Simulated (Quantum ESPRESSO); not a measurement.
# Strain and stress in InGa2AlP4

Calculated results; nothing here was measured. They come from pw.x of Quantum ESPRESSO 7.5, a plane-wave density functional program, with PseudoDojo standard norm-conserving files (v0.5 for PBE, v0.4.1 for LDA and PBEsol). The cells are made up: elements, strain and atom displacements were drawn at random, and nothing was relaxed. There is no spin polarisation, spin-orbit coupling or dispersion term.

The cell has 8 sites of a zincblende or diamond lattice. Sites 1 to 4 hold In Ga Ga Al; sites 5 to 8 hold P P P P. Cell vectors in Å: (5.569, 0.043, 0.031); (0.043, 5.623, 0.029); (0.031, 0.029, 5.518). Settings: PBE, cutoff 1088 eV, 4 x 4 x 4 k mesh shifted by half a step, Fermi-Dirac smearing of 0.025 eV.

Each run adds the same strain along x and y to one cell, with the atoms carried along; the vectors above are those of run 5. Stress is positive in tension and P is minus a third of its trace. E is the free energy for each atom above the lowest run shown.

| run | strain (%) | s_xx (GPa) | s_yy (GPa) | s_zz (GPa) | s_xy (GPa) | P (GPa) | E (meV/atom) |
| --- | --- | --- | --- | --- | --- | --- | --- |
| 1 | -2.05 | -10.06 | -8.70 | -7.80 | 6.37 | 8.86 | 54.76 |
| 3 | -0.83 | -7.29 | -5.94 | -5.80 | 5.75 | 6.34 | 28.91 |
| 4 | -0.60 | -6.79 | -5.45 | -5.45 | 5.64 | 5.90 | 24.95 |
| 5 | 0.03 | -5.49 | -4.16 | -4.54 | 5.35 | 4.73 | 15.67 |
| 6 | 1.15 | -3.34 | -2.03 | -3.06 | 4.86 | 2.81 | 4.37 |
| 7 | 1.93 | -1.95 | -0.66 | -2.12 | 4.54 | 1.58 | 0.00 |
| 2 | -1.44 | ? | ? | ? | ? | ? | ? |

A rerun of one of these cells at 1377 eV and k mesh 6 x 6 x 6 moved values by no more than 0.008 eV in the cell's energy, 0.02 GPa in stress and 0.002 eV/Å in force.

## Worked fit

A parabola through the six runs shown gives s_xx = -5.55 + 2.03 e - 0.084 e² GPa, with e in per cent and a scatter of 0.01 GPa. The slope is a stiffness of 203 ± 1 GPa for each unit of this strain at e = 0, the sum of the responses of s_xx to strain along x and along y. The atoms are clamped, and relaxing them would in general lower it. The error is the larger of the fit's own and the change that a cubic makes, rounded up.

## Withheld run

Question: what s_xx should run 2 give?

The fit gives -8.65 GPa. The calculation gave -8.64 GPa.

| run | strain (%) | s_xx (GPa) | s_yy (GPa) | s_zz (GPa) | s_xy (GPa) | P (GPa) | E (meV/atom) |
| --- | --- | --- | --- | --- | --- | --- | --- |
| 2 | -1.44 | -8.64 | -7.28 | -6.77 | 6.05 | 7.57 | 40.78 |